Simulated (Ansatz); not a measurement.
## Zone-centre phonons of YHg: input and output

All numbers below come from DFT LDA, scalar-relativistic, plane waves, PAW in Ansatz.

Launched with:
```bash
ansatz run input.yaml --threads 1 --pin off --max-ram 3072MiB --backend cpu --events-out ev --progress --plain --runs-dir out
```

Input (bare energies are in eV):
```yaml
crystal:
  lattice:
    - [3.6238695562, 0.0, 0.0]
    - [0.0, 3.6238695562, 0.0]
    - [0.0, 0.0, 3.6238695562]
  atoms:
    - { symbol: "Y", position: [0.5, 0.5, 0.5] }
    - { symbol: Hg, position: [0.0, 0.0, 0.0] }
basis:
  ecutwfc: 420
kpoints:
  mp_grid: { grid: [12, 12, 12] }
hamiltonian:
  xc: lda
scf:
  occupations: { method: fermi_dirac, width: 0.15 }
output:
  eigenvalues: true
phonons:
  method: dfpt
  eigenvectors: true
```

Results section of the output:
```
--- Phonons (Γ-DFPT): 2 representative perturbations + reference, on 196 of 1728 k-points (Σ response iterations 6) ---
  k mesh reduced under 8 symmetry operations, with k and −k counted as one. Each operation leaves every solved perturbation unchanged. A smaller set is not used because it would not reduce the number of displacements ...
  ASR residual: 7.003e-4 → 0.000e0 eV/Å²; symmetrization residual: 1.488e-5 eV/Å²
  ASR residual per site (eV/Å²): 7.00e-4 1.25e-4
  Γ frequencies (cm⁻¹): 0.00 0.00 0.00 105.22 105.22 105.22
  non-analytic LO–TO correction: not included (Born effective charges unavailable; polar crystals: no LO–TO splitting at Γ)
```

It took 25 s on 1 thread of Intel(R) Xeon(R) 6975P-C (Granite Rapids) (shared host), peak memory 0.82 GiB.

In a metal, frequencies and elastic constants depend on the k mesh and the smearing, soft modes and shear constants most. Spin–orbit coupling is left out, which can shift energies with elements as heavy as these.